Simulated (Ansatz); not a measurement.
Space group P6_3/mmc (No. 194). a = 4.088 Å, b = 4.088 Å, c = 5.572 Å, α = 90.00°, β = 90.00°, γ = 120.00°
```
atom site symmetry x y z
  Sb    2c      -6m2  0.3333  0.6667  0.2500
  Pd    2a      -3m.  0.0000  0.0000  0.0000
```

Equation of state of this SbPd structure (not necessarily the ground state), with shape and atoms relaxed at each volume where symmetry leaves them free. It has no gap at any of these volumes. All numbers below come from DFT PBEsol, scalar-relativistic, plane waves, PAW (Ansatz).

Settings: cutoff 420 eV, Γ-centred mesh 12×12×8 on the computed 4-atom cell, Gaussian smearing of 0.10 eV; no spin polarisation.

```
V (Å³/atom) E − E(largest V) (meV/atom) P (GPa)
     17.740                        79.32    21.60
     18.345                        11.54    14.61
     18.949                       -32.29     8.83
     19.554                       -56.20     4.01
     20.159                       -63.47     0.00
     20.764                       -56.86    -3.35
     21.368                       -38.73    -6.12
     22.175                         0.00    -9.11
```

Q: Fit a third-order Birch–Murnaghan equation to E(V).

A: V0 = 20.16 Å³/atom, B0 = 122 GPa, B0' = 5.1.

Spin-orbit coupling is left out, which matters for the bands of heavy elements.

Cost: 8 runs of about 4.8 core-minutes in all, on Arm Neoverse V2 (shared hosts).